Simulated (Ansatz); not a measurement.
InP:
```
InP
1.0
    3.42421     0.00000     0.00000
    0.00000     3.42421     0.00000
    0.00000     0.00000     3.42421
In P
1 1
Direct
  0.00000   0.00000   0.00000
  0.50000   0.50000   0.50000
```

Relaxed with r²SCAN. Special points in fractions of this cell's reciprocal vectors: Γ (0.000, 0.000, 0.000); X (0.000, 0.500, 0.000); M (0.500, 0.500, 0.000); R (0.500, 0.500, 0.500).

Q: List the band energies nearest the Fermi level at these points for r²SCAN in the plane-wave PAW code Ansatz.

A: In eV from the Fermi level; about four levels below and three above (degenerate sets whole), none deeper than 8.9 eV; … stands for higher levels left out; points with the same levels are listed once.

```json
[
 {"k": "Γ", "below": "-1.20 -0.99 -0.99 -0.99", "above": "5.07 5.07 …"},
 {"k": "X", "below": "-7.87", "above": "0.77 0.77 3.14"},
 {"k": "M", "below": "-5.16 -5.16 -3.76", "above": "1.19 7.32 7.32"},
 {"k": "R", "below": "-0.42 -0.14 -0.14 -0.14", "above": "…"}
]
```

Space group Pm-3m (CsCl type). The cell is a constructed one: a structure type filled with these elements; neither database checked (COD, Materials Project) lists it. It is not the phase usual at ambient conditions (space group No. 216). The r²SCAN relaxation kept the symmetry of its start; its stability against distortions is not shown here. Scalar-relativistic: spin–orbit coupling is off unless named, which matters more the heavier the elements.

Potentials: the later of the program's two PAW sets.
